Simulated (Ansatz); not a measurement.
Input, command and steps of an Ansatz relaxation.

```yaml
crystal:
  lattice:
    - [1.9332182226, 1.1161440612, 8.9614470974]
    - [-1.9332182226, 1.1161440612, 8.9614470974]
    - [0.0, -2.2322881224, 8.9614470974]
  atoms:
    - { symbol: Na, position: [0.0, 0.0, 0.0] }
    - { symbol: Na, position: [0.2095, 0.2095, 0.2095] }
    - { symbol: Na, position: [0.7905, 0.7905, 0.7905] }
    - { symbol: Se, position: [0.4, 0.4, 0.4] }
    - { symbol: Se, position: [0.6, 0.6, 0.6] }
basis:
  ecutwfc: 420
kpoints:
  mp_grid: { grid: [6, 6, 6] }
hamiltonian:
  xc: pbe
scf:
  occupations: { method: gaussian, width: 0.1 }
  lower_state_search: "off"
output:
  forces: true
  stress: true
  eigenvalues: true
relax:
  adjacent_minimum: "off"
  f_tol: 0.04
  max_steps: 70
  cell: { stress_tol: 0.4 }
```

```bash
ansatz run input.yaml --threads 1 --pin off --max-ram 2560MiB --backend cpu --events-out ev --progress --plain --runs-dir out
```

These are results of Ansatz, DFT PBE, scalar-relativistic, plane waves, PAW, not measurements.

Of 17 frames 10 are shown, positions in Å and forces in eV/Å; the SCF threshold varies from step to step. Steps run on the plane waves of an earlier cell, with a Pulay correction in the pressure. The basis is chosen afresh for the last frame, the zero of the energies, and at times for earlier ones too; energy and pressure step there, also at an unchanged geometry. Here that happened at step 14 (-20 meV/atom, 1.3 GPa); the frames before carry an error of that size.

```xyz
5
Lattice="1.9332 1.1161 8.9614 -1.9332 1.1161 8.9614 0.0000 -2.2323 8.9614" Properties=species:S:1:pos:R:3:forces:R:3 pbc="T T T" step=1 free_energy_over_end_meV_per_atom=269.95 pressure_GPa=5.12
Na    0.0000    0.0000    0.0000    0.0000    0.0000    0.0000
Na    0.0000    0.0000    5.6323    0.0000    0.0000    0.2228
Na    0.0000    0.0000   21.2521    0.0000    0.0000   -0.2228
Se    0.0000    0.0000   10.7537    0.0000    0.0000    0.5538
Se    0.0000    0.0000   16.1306    0.0000    0.0000   -0.5538
5
Lattice="2.1216 1.2249 8.9187 -2.1216 1.2249 8.9187 0.0000 -2.4498 8.9187" Properties=species:S:1:pos:R:3:forces:R:3 pbc="T T T" step=3 free_energy_over_end_meV_per_atom=147.40 pressure_GPa=0.70
Na    0.0000    0.0000    0.0000    0.0000    0.0000    0.0000
Na    0.0000    0.0000    5.7680    0.0000    0.0000    0.0921
Na    0.0000    0.0000   20.9880    0.0000    0.0000   -0.0921
Se    0.0000    0.0000   10.7947    0.0000    0.0000    0.1078
Se    0.0000    0.0000   15.9613    0.0000    0.0000   -0.1078
5
Lattice="2.2403 1.2934 8.5095 -2.2403 1.2934 8.5095 0.0000 -2.5869 8.5095" Properties=species:S:1:pos:R:3:forces:R:3 pbc="T T T" step=5 free_energy_over_end_meV_per_atom=127.10 pressure_GPa=-0.15
Na    0.0000    0.0000    0.0000    0.0000    0.0000    0.0000
Na    0.0000    0.0000    5.7345    0.0000    0.0000    0.0155
Na    0.0000    0.0000   19.7940    0.0000    0.0000   -0.0155
Se    0.0000    0.0000   10.2836    0.0000    0.0000   -0.0369
Se    0.0000    0.0000   15.2449    0.0000    0.0000    0.0369
5
Lattice="2.3025 1.3294 8.1630 -2.3025 1.3294 8.1630 0.0000 -2.6587 8.1630" Properties=species:S:1:pos:R:3:forces:R:3 pbc="T T T" step=6 free_energy_over_end_meV_per_atom=116.46 pressure_GPa=-1.18
Na    0.0000    0.0000    0.0000    0.0000    0.0000    0.0000
Na    0.0000    0.0000    5.5481    0.0000    0.0000    0.0685
Na    0.0000    0.0000   18.9410    0.0000    0.0000   -0.0685
Se    0.0000    0.0000    9.8768    0.0000    0.0000    0.0015
Se    0.0000    0.0000   14.6124    0.0000    0.0000   -0.0015
5
Lattice="2.3320 1.3464 7.2789 -2.3320 1.3464 7.2789 0.0000 -2.6928 7.2789" Properties=species:S:1:pos:R:3:forces:R:3 pbc="T T T" step=8 free_energy_over_end_meV_per_atom=76.23 pressure_GPa=-0.84
Na    0.0000    0.0000    0.0000    0.0000    0.0000    0.0000
Na    0.0000    0.0000    4.9877    0.0000    0.0000   -0.0490
Na    0.0000    0.0000   16.8490    0.0000    0.0000    0.0490
Se    0.0000    0.0000    8.8584    0.0000    0.0000    0.1175
Se    0.0000    0.0000   12.9784    0.0000    0.0000   -0.1175
5
Lattice="2.3485 1.3559 6.4068 -2.3485 1.3559 6.4068 0.0000 -2.7119 6.4068" Properties=species:S:1:pos:R:3:forces:R:3 pbc="T T T" step=10 free_energy_over_end_meV_per_atom=31.56 pressure_GPa=-0.04
Na    0.0000    0.0000    0.0000    0.0000    0.0000    0.0000
Na    0.0000    0.0000    4.3326    0.0000    0.0000   -0.0994
Na    0.0000    0.0000   14.8878    0.0000    0.0000    0.0994
Se    0.0000    0.0000    7.9325    0.0000    0.0000    0.1453
Se    0.0000    0.0000   11.2880    0.0000    0.0000   -0.1453
5
Lattice="2.3445 1.3536 6.3648 -2.3445 1.3536 6.3648 0.0000 -2.7072 6.3648" Properties=species:S:1:pos:R:3:forces:R:3 pbc="T T T" step=12 free_energy_over_end_meV_per_atom=27.50 pressure_GPa=0.08
Na    0.0000    0.0000    0.0000    0.0000    0.0000    0.0000
Na    0.0000    0.0000    4.2376    0.0000    0.0000   -0.0645
Na    0.0000    0.0000   14.8567    0.0000    0.0000    0.0645
Se    0.0000    0.0000    7.9165    0.0000    0.0000    0.0650
Se    0.0000    0.0000   11.1778    0.0000    0.0000   -0.0650
5
Lattice="2.3481 1.3557 6.3307 -2.3481 1.3557 6.3307 0.0000 -2.7114 6.3307" Properties=species:S:1:pos:R:3:forces:R:3 pbc="T T T" step=13 free_energy_over_end_meV_per_atom=26.10 pressure_GPa=-0.11
Na    0.0000    0.0000    0.0000    0.0000    0.0000    0.0000
Na    0.0000    0.0000    4.1457    0.0000    0.0000   -0.0093
Na    0.0000    0.0000   14.8464    0.0000    0.0000    0.0093
Se    0.0000    0.0000    7.9043    0.0000    0.0000   -0.0157
Se    0.0000    0.0000   11.0878    0.0000    0.0000    0.0157
5
Lattice="2.3908 1.3803 6.3162 -2.3908 1.3803 6.3162 0.0000 -2.7607 6.3162" Properties=species:S:1:pos:R:3:forces:R:3 pbc="T T T" step=15 free_energy_over_end_meV_per_atom=0.89 pressure_GPa=0.23
Na    0.0000    0.0000    0.0000    0.0000    0.0000    0.0000
Na    0.0000    0.0000    4.2022    0.0000    0.0000    0.0119
Na    0.0000    0.0000   14.7463    0.0000    0.0000   -0.0119
Se    0.0000    0.0000    7.8858    0.0000    0.0000   -0.0055
Se    0.0000    0.0000   11.0627    0.0000    0.0000    0.0055
5
Lattice="2.4124 1.3928 6.2568 -2.4124 1.3928 6.2568 0.0000 -2.7856 6.2568" Properties=species:S:1:pos:R:3:forces:R:3 pbc="T T T" step=17 free_energy_over_end_meV_per_atom=0.00 pressure_GPa=-0.01
Na    0.0000    0.0000    0.0000    0.0000    0.0000    0.0000
Na    0.0000    0.0000    4.2229    0.0000    0.0000    0.0077
Na    0.0000    0.0000   14.5475    0.0000    0.0000   -0.0077
Se    0.0000    0.0000    7.8023    0.0000    0.0000    0.0041
Se    0.0000    0.0000   10.9681    0.0000    0.0000   -0.0041
```

The start puts this composition into another compound's structure type, which needn't suit it. At the end the space group is R-3m (tolerance 0.05 Å).

It took 120 s on 1 thread of Intel(R) Xeon(R) Platinum 8488C (Sapphire Rapids) (shared host), peak memory 0.49 GiB.

The k mesh is coarse. Spin polarisation was left out, and a magnetic state may lie lower.